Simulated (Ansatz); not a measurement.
# Structure relaxation, In

The start is a relaxed In cell, doubled along one cell vector, shaken by Gaussian noise of σ = 0.08 Å a coordinate. A full variable-cell relaxation at zero pressure is run with r2SCAN (plane waves to 500 eV, PAW, scalar-relativistic; Ansatz, a quantum-chemistry and plane-wave program). The first steps use a coarse 9×5×9 k-mesh.

Input geometry:
```
In
1.0
    0.00000     3.30630     3.30630
    6.61259     0.00000     6.61259
    3.30630     3.30630     0.00000
In
4
Direct
  0.23061   0.11713   0.25824
  0.24305   0.64341   0.25575
  0.97873   0.01439   0.01567
  0.03707   0.49072   0.97222
```

| Property | Result |
|---|---|
| Largest initial force | 0.80 eV/Å, on In1, In3 (atoms numbered as listed) |
| Volume change | -25.0 %, from 36.14 to 27.11 Å³/atom |
| Relative to the parent | It does not go back: it reaches R-3m (No. 166), 0.29 eV/atom below the parent |
| Shortest distances (start → end) | The closest pairs of elements (up to four, under 3.6 Å), start → end: In–In 2.67 → 3.08 Å |
| Band gap at the end | no gap (metallic) |
| Optimiser moves | 41 |

It ends as:

Space group R-3m, hexagonal axes (No. 166); a = b = 3.800 Å, c = 6.502 Å, α = β = 90.00°, γ = 120.00°

| atom | site | symmetry | x | y | z |
|---|---|---|---|---|---|
| In | 3a | -3m | 0.0000 | 0.0000 | 0.0000 |
(The calculation used a cell of 1 atom; values per cell refer to that cell.)

Final values are on a 16×16×16 k-mesh of the relaxed cell. No spin polarisation in the result.

The relaxed structure here is a generated cell of In: the first start was made by placing the elements on the sites of a structure type, and the end was not matched to a known phase here, so it may be hypothetical. Known forms of In include space group No. 139.
